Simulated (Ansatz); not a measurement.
CdTe (zinc blende)

```yaml
crystal:
  lattice:
    - [0.00000, 3.27881, 3.27881]
    - [3.27881, 0.00000, 3.27881]
    - [3.27881, 3.27881, 0.00000]
  atoms:
    - { symbol: Te, position: [0.75000, 0.75000, 0.75000] }
    - { symbol: Cd, position: [0.00000, 0.00000, 0.00000] }
```

The slice is a {100} plane (indices of the conventional cell) through the point (0.000, 0.000, 0.000) (fractional), spanned by u = [100] and v = [0 1 -1] in vectors of this cell: u (4.64 Å) and v (4.64 Å, at 90° to u). It covers one period; positions are fractions (u, v).

These are r2SCAN (plane waves to 500 eV, PAW, scalar-relativistic; Ansatz, an electronic-structure program) values and carry that method's errors. k mesh 9×9×9. Inside the PAW spheres the values are not all-electron values, and peaks at nuclei hang on which shells count as valence. CdTe was relaxed with its symmetry unable to fall. Spin-orbit coupling is left out, though Te is heavy.

Three fields on this plane, each scaled to ten steps between its own extremes (0 low, 9 high; the total valence density on a logarithmic scale, the potential cut 8 eV below its top; x marks points blanked near nuclei; v = 0 in the bottom row):

Map A
```
|xxxxx87666666678xxxx|
|xxxx9766555556679xxx|
|xxxx8655555555568xxx|
|xx98765444444456789x|
|88766543333333456678|
|77655433222223345567|
|66654332111112334566|
|66554321100011234556|
|66554321000001234556|
|66554321000001234556|
|66554321000001234556|
|66554321100011234556|
|66654332111112334566|
|77655433222223345567|
|88766543333333456678|
|xx98765444444456789x|
|xxxx8655555555568xxx|
|xxxx9766555556679xxx|
|xxxxx87666666678xxxx|
|xxxxx87666666678xxxx|
```

Map B
```
|xxxxx15777777751xxxx|
|xxxx0367888887630xxx|
|xxxx0478888888740xxx|
|xx00467889998876400x|
|01346789999999876431|
|55677899999999987765|
|77788999999999998877|
|77888999999999998887|
|77889999999999999887|
|77889999999999999887|
|77889999999999999887|
|77888999999999998887|
|77788999999999998877|
|55677899999999987765|
|01346789999999876431|
|xx00467889998876400x|
|xxxx0478888888740xxx|
|xxxx0367888887630xxx|
|xxxxx15777777751xxxx|
|xxxxx05777777750xxxx|
```

Map C
```
|xxxxx73100000137xxxx|
|xxxx9631000001369xxx|
|xxxx8521000001258xxx|
|xx98642100000124689x|
|77654210000000124567|
|43322100000000012233|
|11111000000000001111|
|00000000000000000000|
|00000000000000000000|
|00000000000000000000|
|00000000000000000000|
|00000000000000000000|
|11111000000000001111|
|43322100000000012233|
|77654210000000124567|
|xx98642100000124689x|
|xxxx8521000001258xxx|
|xxxx9631000001369xxx|
|xxxxx73100000137xxxx|
|xxxxx74100000147xxxx|
```

Q: Assign the maps to these fields: density of the lowest conduction band (whole band as if filled, smooth part); valence electron density; electrostatic potential energy of an electron, from the cell's mean.

A: A is the valence electron density; B is the electrostatic potential energy of an electron, from the cell's mean; C is the density of the lowest conduction band (whole band as if filled, smooth part).
